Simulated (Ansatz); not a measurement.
The elements of this relaxed trial crystal are hidden behind letters.

```
lattice vectors (Å)
   4.0615    0.0000    0.0000
   0.0000    4.0615    0.0000
   0.0000    0.0000   17.2193
fractional positions
X 0.0000 0.0000 0.5000
Z 0.0000 0.0000 0.8332
Z 0.5000 0.5000 0.0000
Z 0.0000 0.0000 0.1668
Z 0.5000 0.5000 0.3336
Z 0.5000 0.5000 0.6664
Q 0.5000 0.0000 0.9166
Q 0.0000 0.5000 0.0834
Q 0.5000 0.0000 0.2502
Q 0.0000 0.5000 0.4173
Q 0.5000 0.0000 0.5827
Q 0.0000 0.5000 0.7498
```

The calculation used DFT PBE, scalar-relativistic, plane waves, PAW (Ansatz 0.2.0). The final run on the 12-atom cell used 420 eV, a Γ-centred 10×10×2 mesh, 0.02 eV smearing and no spin polarisation.

```
Space group                                 : P-4m2 (No. 115)
Conventional cell                           : a = 4.061 Å, c = 17.219 Å
Volume per atom                             : 23.67 Å³
Density                                     : 4.82 g/cm³
Formation energy                            : −0.374 eV/atom
Gap on the 10×10×2 mesh of the 12-atom cell : 0.40 eV
```

Energies are uncorrected and count from the elements' standard states at the same level.

Problem. X is a p-block element of period 3, Z is a p-block element of period 4 and Q is a p-block element of period 4. Which elements are they?

Solution. X = Al, Z = Ga, Q = As, so the formula is AlGa5As6. Density times volume gives a mean mass of 4.82 × 23.67/1.6605 = 68.7 u per atom, and this set has 68.8 u. Around Al lie 4 As at 2.48 Å; around Ga on a site of symmetry 2mm lie 4 As at 2.49 Å; As on its first site is surrounded by 4 Ga at 2.49 Å; 4 more sites not described. Other sets within the hints have nearly the same mass, so mass alone doesn't settle it; this one was computed.

Kohn–Sham gaps at this level usually fall short of measured ones. Symmetry constrained the relaxation, so the result can be a saddle point.
